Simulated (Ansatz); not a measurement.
**MnPdBrF₂, before and after**

A trial structure of MnPdBrF₂ was built thus: ordered mixture on the anion sites of perovskite (P4/mmm, No. 123) (occupants of the shared sites, in ratio, Br: 1, F: 2). Lengths were set from tabulated atomic sizes, so they are only a guess.

POSCAR.start

```
Mn Pd Br F
1.0
     4.13190    0.00000    0.00000
     0.00000    4.13190    0.00000
     0.00000    0.00000    4.13190
Mn Pd Br F
1 1 1 2
Cartesian
  2.0659 2.0659 2.0659
  0.0000 0.0000 0.0000
  0.0000 0.0000 2.0659
  2.0659 0.0000 0.0000
  0.0000 2.0659 0.0000
```

These are results of DFT PBE, scalar-relativistic, plane waves, PAW in Ansatz 0.2.0, not measurements. Cutoff 420 eV, Gaussian smearing, Γ-centred meshes. Cell and atoms relax first on a coarse mesh and then on a finer one. In between, the cell is made exact in the group found at 0.06 Å. In metals the finer mesh still leaves noise of several meV/atom or more. The steps can't lower the symmetry of their start. Collinear spin, starting moments Mn 4.0 μB.

POSCAR.end

```
Mn Pd Br F
1.0
     4.17933    0.00000    0.00000
     0.00000    4.17933    0.00000
     0.00000    0.00000    5.43482
Mn Pd Br F
1 1 1 2
Direct
  0.50000 0.50000 0.50000
  0.00000 0.00000 0.00000
  0.00000 0.00000 0.50000
  0.50000 0.00000 0.00000
  0.00000 0.50000 0.00000
```

The symmetry stays P4/mmm (No. 123). The volume per atom grows by 34.6 %, from 14.1 to 19.0 Å³. The shortest distance goes from 2.07 Å (Pd–Br and Pd–F) to 2.09 Å (Pd–F). The ratio c/a of the conventional cell changes by a factor of 1.30. The energy falls by about 0.72 eV/atom (the start's value is from the coarse mesh).

For MnPdBrF₂, the volume per atom is 18.99 Å³. The density is 4.88 g/cm³, the energy over the elements is −0.57 eV/atom and the gap on the 10×10×8 mesh of the 5-atom cell is 0 eV (a metal). The net moment per atom is 1.00 μB and the moment by site is Mn 4.6 μB.

Formation energies are uncorrected and refer to the elements' standard structures at the same level (F₂ as a molecule). The references include crystalline Br. A negative formation energy is needed for stability but isn't enough: competing phases decide.

The last run used collinear spin and Gaussian smearing of 0.10 eV. No Hubbard U is applied to the 3d shell of Mn. The reference form of Br is held partly by dispersion forces, which this level lacks. Another magnetic order may lie lower. A structure relaxed within its symmetry needn't be a true minimum. In all, the 3 runs took 10 min on 1 thread of Intel(R) Xeon(R) Processor @ 2.70GHz, on a shared host. Site moments count only spheres around the atoms; the net moment includes the space between them.
